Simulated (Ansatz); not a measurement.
The elements of this relaxed trial crystal are hidden behind letters.

```
lattice vectors (Å)
  -1.7901    9.2397    2.5473
   1.7901   -9.2397    2.5473
   1.7901    9.2397   -2.5473
fractional positions
X 0.8857 0.9983 0.8874
X 0.5033 0.0033 0.5000
X 0.1109 0.9983 0.1126
Z 0.6943 0.9853 0.7090
Z 0.2763 0.9853 0.2910
Q 0.7892 0.7892 0.0000
Q 0.4033 0.7880 0.6153
Q 0.9205 0.7072 0.2133
Q 0.4939 0.7072 0.7867
Q 0.1727 0.7880 0.3847
```

Theory: DFT PBE, scalar-relativistic, plane waves, PAW in Ansatz 0.2.0. Settings of the last relaxation (10-atom cell): 420 eV, 12×12×12 k points, Gaussian smearing of 0.02 eV, no spin polarisation.

```
Space group                                  : Imm2 (No. 44)
Conventional cell                            : a = 3.580 Å, b = 18.479 Å, c = 5.095 Å
Volume per atom                              : 16.85 Å³
Density                                      : 2.54 g/cm³
Energy over the elements                     : −0.362 eV/atom
Gap on the 12×12×12 mesh of the 10-atom cell : 0.58 eV
```

Energies are uncorrected and count from the elements' standard states at the same level.

Q: X is a p-block element of period 3, Z is a p-block element of period 2 and Q is a p-block element of period 3. Which elements are they?

A: X = Al, Z = B, Q = P, so the formula is Al3B2P5. Density times volume gives a mean mass of 2.54 × 16.85/1.6605 = 25.8 u per atom, and this set has 25.7 u. Al on a site of symmetry m is surrounded by 4 P at 2.32–2.38 Å; B has 4 P at 2.00–2.12 Å; around P on a site of symmetry mm2 lie 4 Al at 2.31–2.34 Å; 3 more sites not described. Other sets within the hints have nearly the same mass, so mass alone doesn't settle it; this one was computed.

Kohn–Sham gaps at this level usually fall short of measured ones. A structure relaxed within its symmetry needn't be a true minimum.
